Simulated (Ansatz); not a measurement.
Here is the system:

Rh (fcc (Cu type), Fm-3m), a = b = c = 3.793 Å, α = β = γ = 90.00°; the cell used has 1 atom.

This is the PBE+D3(BJ)-relaxed structure.

**Question.** All from PBE+D3(BJ) in the plane-wave PAW code Ansatz, unless another level is named. Estimate the Debye temperature from the elastic constants.

**Answer.** 507 K.

**Question.** Give the elastic constants (relaxed ions, GPa).

**Answer.** C11 = 448, C12 = 198, C44 = 205.

The PBE+D3(BJ) relaxation kept the symmetry of its start. The run is not spin-polarised. The pairwise dispersion correction was not fitted to metals. As this level gives no gap, shear constants depend on the k-mesh and smearing (Fermi–Dirac, 0.1 eV here). On the denser mesh and wider smearing of the elastic run this cell carries a stress of 0.4 GPa.

Potentials: the earlier of the program's two PAW sets.
